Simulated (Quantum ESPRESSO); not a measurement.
## Ru6AgV (one run as intended and one with a planted mistake)

Simulated, not a measurement. The program is pw.x of Quantum ESPRESSO 7.5 (plane-wave density functional theory). The cell is made up: eight metal atoms on a face-centred cubic lattice, with elements, volume, strain and displacements drawn at random and not relaxed, so it may be unstable or far from any real phase. PseudoDojo standard norm-conserving files set the functional (PBE unless stated); there is no spin polarisation or spin-orbit coupling, the Fermi-Dirac width of 0.25 eV means electrons at about 2900 K, and the masses in the input are unused placeholders. A spin test at this wide smearing found no moment, but such smearing suppresses magnetism that the real alloy may have.

Intended input:

```
&control calculation='scf', pseudo_dir='./dojo.nc.sr.pbe.v0_5.standard.upf', outdir='./o', disk_io='minimal', tprnfor=.true., tstress=.true. /
&system ibrav=0, nat=8, ntyp=3, nbnd=81, ecutwfc=84.00895049, nosym=.true., tot_charge=0,
 occupations='smearing', smearing='fd', degauss=0.0183746611
/
&electrons conv_thr=1.470e-08, electron_maxstep=70, mixing_beta=0.5 /
ATOMIC_SPECIES
Ag 1.0 Ag.upf
Ru 1.0 Ru.upf
V 1.0 V.upf
CELL_PARAMETERS angstrom
0.0 -1.9535 -1.9535
1.9535 3.9071 -1.9535
7.8142 -3.9071 3.9071
ATOMIC_POSITIONS angstrom
Ru 0.0622 0.0606 -0.0702
Ru 3.9578 -1.9799 1.854
Ag 3.7439 0.0207 0.1634
Ru 7.9068 -1.8422 1.8982
Ru 1.9535 -1.9596 0.012
V 5.7345 -3.7848 1.8786
Ru 1.921 -0.0096 -2.1192
Ru 5.8172 -1.9997 0.1104
K_POINTS automatic
9 5 3 1 1 1
```

The log is shortened where brackets say so; the opening notice, blank lines, dates and the lines on written files are dropped, and the path of the files is cut. It prints rydbergs, bohrs and kilobars, and counts compression as positive stress. Its total energy is the free energy E - TS of the whole cell.

Log of the intended run:

```
     Program PWSCF v.7.5
     Parallel version (MPI & OpenMP), running on       4 processor cores
     Number of MPI processes:                 4
     Threads/MPI process:                     1
     [start-up lines left out]
     bravais-lattice index     =            0
     lattice parameter (alat)  =       5.2207  a.u.
     unit-cell volume          =     804.9585 (a.u.)^3
     number of atoms/cell      =            8
     number of atomic types    =            3
     number of electrons       =       128.00
     number of Kohn-Sham states=           81
     kinetic-energy cutoff     =      84.0090  Ry
     charge density cutoff     =     336.0358  Ry
     scf convergence threshold =      1.5E-08
     mixing beta               =       0.5000
     number of iterations used =            8  plain     mixing
     Exchange-correlation= PBE
                           (   1   4   3   4   0   0   0)
     [axes and pseudopotential details left out]
   Cartesian axes
     site n.     atom                  positions (alat units)
         1        Ru     tau(   1) = (   0.0225145   0.0219353  -0.0254102  )
         2        Ru     tau(   2) = (   1.4326016  -0.7166628   0.6710908  )
         3        Ag     tau(   3) = (   1.3551764   0.0074928   0.0591458  )
         4        Ru     tau(   4) = (   2.8620179  -0.6668196   0.6870899  )
         5        Ru     tau(   5) = (   0.7071068  -0.7093148   0.0043436  )
         6        V      tau(   6) = (   2.0757122  -1.3699809   0.6799953  )
         7        Ru     tau(   7) = (   0.6953428  -0.0034749  -0.7670851  )
         8        Ru     tau(   8) = (   2.1056471  -0.7238298   0.0399614  )
     number of k points=    68  Fermi-Dirac smearing, width (Ry)=  0.0184
                       cart. coord. in units 2pi/alat
        k(    1) = (   0.0893694  -0.0088383  -0.0697291), wk =   0.0296296
        k(    2) = (  -0.0874035   0.0500850  -0.1286524), wk =   0.0296296
     [further k points left out]
     Dense  grid:    83673 G-vectors     FFT dimensions: (  32,  54, 108)
     Estimated max dynamical RAM per process >     366.12 MB
     Estimated total dynamical RAM >       1.37 GB
     Initial potential from superposition of free atoms
     starting charge     127.9939, renormalised to     128.0000
     Starting wfcs are   80 randomized atomic wfcs +    1 random wfcs
     total cpu time spent up to now is        9.3 secs
     per-process dynamical memory:   305.8 Mb
     Self-consistent Calculation
     iteration #  1     ecut=    84.01 Ry     beta= 0.50
     Davidson diagonalization with overlap
     ethr =  1.00E-02,  avg # of iterations =  3.0
     total cpu time spent up to now is       35.2 secs
     total energy              =   -1664.82343664 Ry
     estimated scf accuracy    <       8.80159373 Ry
     iteration #  2     ecut=    84.01 Ry     beta= 0.50
     Davidson diagonalization with overlap
     ethr =  6.88E-03,  avg # of iterations =  4.4
     total cpu time spent up to now is       69.7 secs
     total energy              =   -1660.29900416 Ry
     estimated scf accuracy    <     232.58960233 Ry
     [iterations 3 to 20 left out]
     iteration # 21     ecut=    84.01 Ry     beta= 0.50
     Davidson diagonalization with overlap
     ethr =  6.35E-10,  avg # of iterations =  1.0
     total cpu time spent up to now is      493.4 secs
     total energy              =   -1670.52894664 Ry
     estimated scf accuracy    <       0.00000007 Ry
     iteration # 22     ecut=    84.01 Ry     beta= 0.50
     Davidson diagonalization with overlap
     ethr =  5.51E-11,  avg # of iterations =  1.0
     total cpu time spent up to now is      513.1 secs
     End of self-consistent calculation
     [lines on levels left out]
!    total energy              =   -1670.52894664 Ry
     estimated scf accuracy    <          6.6E-09 Ry
     smearing contrib. (-TS)   =      -0.14996005 Ry
     internal energy E=F+TS    =   -1670.37898659 Ry
     The total energy is F=E-TS. E is the sum of the following terms:
     one-electron contribution =    -426.68117062 Ry
     hartree contribution      =     295.54650808 Ry
     xc contribution           =    -273.62446334 Ry
     ewald contribution        =   -1265.61986071 Ry
     convergence has been achieved in  22 iterations
     Forces acting on atoms (cartesian axes, Ry/au):
     atom    1 type  2   force =    -0.01200596   -0.00652106    0.00416894
     atom    2 type  2   force =    -0.00068241   -0.01611394    0.04109168
     atom    3 type  1   force =     0.07778484    0.02576249   -0.06923733
     atom    4 type  2   force =    -0.02157989   -0.01386074   -0.00600847
     atom    5 type  2   force =    -0.08288625   -0.01531174    0.02724294
     atom    6 type  3   force =     0.02974529   -0.02217199    0.01837439
     atom    7 type  2   force =    -0.02250696    0.04548598    0.00470481
     atom    8 type  2   force =     0.03213132    0.00273101   -0.02033696
     Total force =     0.167232     Total SCF correction =     0.000466
     Computing stress (Cartesian axis) and pressure
          total   stress  (Ry/bohr**3)                   (kbar)     P=      -58.30
  -0.00041034   0.00006341  -0.00013887          -60.36        9.33      -20.43
   0.00006341  -0.00044876  -0.00000784            9.33      -66.01       -1.15
  -0.00013887  -0.00000784  -0.00032988          -20.43       -1.15      -48.53
     init_run     :      8.72s CPU      9.06s WALL (       1 calls)
     electrons    :    492.94s CPU    503.86s WALL (       1 calls)
     forces       :      2.80s CPU      2.81s WALL (       1 calls)
     stress       :     10.08s CPU     10.08s WALL (       1 calls)
     [timing details left out]
     PWSCF        :   8m34.78s CPU   8m46.20s WALL
     JOB DONE.
```

A second run has one planted mistake: one coordinate of one atom is wrong. The input lines that differ:

```
- V 5.7345 -3.7848 1.8786
+ V 5.5145 -3.7848 1.8786
```

Its log:

```
     Program PWSCF v.7.5
     Parallel version (MPI & OpenMP), running on       4 processor cores
     Number of MPI processes:                 4
     Threads/MPI process:                     1
     [start-up lines left out]
     bravais-lattice index     =            0
     lattice parameter (alat)  =       5.2207  a.u.
     unit-cell volume          =     804.9585 (a.u.)^3
     number of atoms/cell      =            8
     number of atomic types    =            3
     number of electrons       =       128.00
     number of Kohn-Sham states=           81
     kinetic-energy cutoff     =      84.0090  Ry
     charge density cutoff     =     336.0358  Ry
     scf convergence threshold =      1.5E-08
     mixing beta               =       0.5000
     number of iterations used =            8  plain     mixing
     Exchange-correlation= PBE
                           (   1   4   3   4   0   0   0)
     [axes and pseudopotential details left out]
   Cartesian axes
     site n.     atom                  positions (alat units)
         1        Ru     tau(   1) = (   0.0225145   0.0219353  -0.0254102  )
         2        Ru     tau(   2) = (   1.4326016  -0.7166628   0.6710908  )
         3        Ag     tau(   3) = (   1.3551764   0.0074928   0.0591458  )
         4        Ru     tau(   4) = (   2.8620179  -0.6668196   0.6870899  )
         5        Ru     tau(   5) = (   0.7071068  -0.7093148   0.0043436  )
         6        V      tau(   6) = (   1.9960790  -1.3699809   0.6799953  )
         7        Ru     tau(   7) = (   0.6953428  -0.0034749  -0.7670851  )
         8        Ru     tau(   8) = (   2.1056471  -0.7238298   0.0399614  )
     number of k points=    68  Fermi-Dirac smearing, width (Ry)=  0.0184
                       cart. coord. in units 2pi/alat
        k(    1) = (   0.0893694  -0.0088383  -0.0697291), wk =   0.0296296
        k(    2) = (  -0.0874035   0.0500850  -0.1286524), wk =   0.0296296
     [further k points left out]
     Dense  grid:    83673 G-vectors     FFT dimensions: (  32,  54, 108)
     Estimated max dynamical RAM per process >     366.12 MB
     Estimated total dynamical RAM >       1.37 GB
     Initial potential from superposition of free atoms
     starting charge     127.9939, renormalised to     128.0000
     Starting wfcs are   80 randomized atomic wfcs +    1 random wfcs
     total cpu time spent up to now is       17.4 secs
     per-process dynamical memory:   299.3 Mb
     Self-consistent Calculation
     iteration #  1     ecut=    84.01 Ry     beta= 0.50
     Davidson diagonalization with overlap
     ethr =  1.00E-02,  avg # of iterations =  3.0
     total cpu time spent up to now is       68.1 secs
     total energy              =   -1664.48818314 Ry
     estimated scf accuracy    <       9.25350554 Ry
     iteration #  2     ecut=    84.01 Ry     beta= 0.50
     Davidson diagonalization with overlap
     ethr =  7.23E-03,  avg # of iterations =  4.5
     total cpu time spent up to now is      129.7 secs
     total energy              =   -1660.47257127 Ry
     estimated scf accuracy    <     234.66033359 Ry
     [iterations 3 to 22 left out]
     iteration # 23     ecut=    84.01 Ry     beta= 0.50
     Davidson diagonalization with overlap
     ethr =  2.03E-10,  avg # of iterations =  1.0
     total cpu time spent up to now is      761.5 secs
     total energy              =   -1670.50993561 Ry
     estimated scf accuracy    <       0.00000004 Ry
     iteration # 24     ecut=    84.01 Ry     beta= 0.50
     Davidson diagonalization with overlap
     ethr =  2.78E-11,  avg # of iterations =  1.0
     total cpu time spent up to now is      791.8 secs
     End of self-consistent calculation
     [lines on levels left out]
!    total energy              =   -1670.50993561 Ry
     estimated scf accuracy    <       0.00000001 Ry
     smearing contrib. (-TS)   =      -0.14817308 Ry
     internal energy E=F+TS    =   -1670.36176253 Ry
     The total energy is F=E-TS. E is the sum of the following terms:
     one-electron contribution =    -435.69121339 Ry
     hartree contribution      =     300.07411670 Ry
     xc contribution           =    -273.69206809 Ry
     ewald contribution        =   -1261.05259775 Ry
     convergence has been achieved in  24 iterations
     Forces acting on atoms (cartesian axes, Ry/au):
     atom    1 type  2   force =    -0.01432499   -0.01218091    0.01018722
     atom    2 type  2   force =    -0.02045070   -0.00618274    0.03318322
     atom    3 type  1   force =     0.07527038    0.02612129   -0.06980423
     atom    4 type  2   force =    -0.02116441   -0.01186673   -0.00796290
     atom    5 type  2   force =    -0.09418232   -0.00921268    0.02233887
     atom    6 type  3   force =     0.06273517   -0.03293187    0.02700683
     atom    7 type  2   force =    -0.02329587    0.04656481    0.00275564
     atom    8 type  2   force =     0.03541274   -0.00031117   -0.01770465
     Total force =     0.182696     Total SCF correction =     0.000785
     Computing stress (Cartesian axis) and pressure
          total   stress  (Ry/bohr**3)                   (kbar)     P=      -39.57
  -0.00030342   0.00004675  -0.00013744          -44.63        6.88      -20.22
   0.00004675  -0.00030229  -0.00000664            6.88      -44.47       -0.98
  -0.00013744  -0.00000664  -0.00020131          -20.22       -0.98      -29.61
     init_run     :     15.55s CPU     16.13s WALL (       1 calls)
     electrons    :    760.39s CPU    774.51s WALL (       1 calls)
     forces       :      5.92s CPU      5.94s WALL (       1 calls)
     stress       :     16.50s CPU     16.52s WALL (       1 calls)
     [timing details left out]
     PWSCF        :  13m19.70s CPU  13m34.49s WALL
     JOB DONE.
```

```
                                            intended run  run with the mistake
                          free energy (eV)    -22728.704            -22728.446
         entropy term -TS, part of it (eV)        -2.040                -2.016
                            pressure (GPa)         -5.83                 -3.96
size of the largest force component (eV/Å)         2.131                 2.422
largest change of a force component (eV/Å)                               0.848
                                iterations            22                    24
```

For scale, a rerun of the intended cell at a higher cutoff and on a denser mesh moved values by no more than 0.003 eV in energy, 0.13 GPa in stress and 0.010 eV/Å in force, and a second program with other atomic files agreed on that cell to 2 % rms in force and 0.5 GPa in pressure.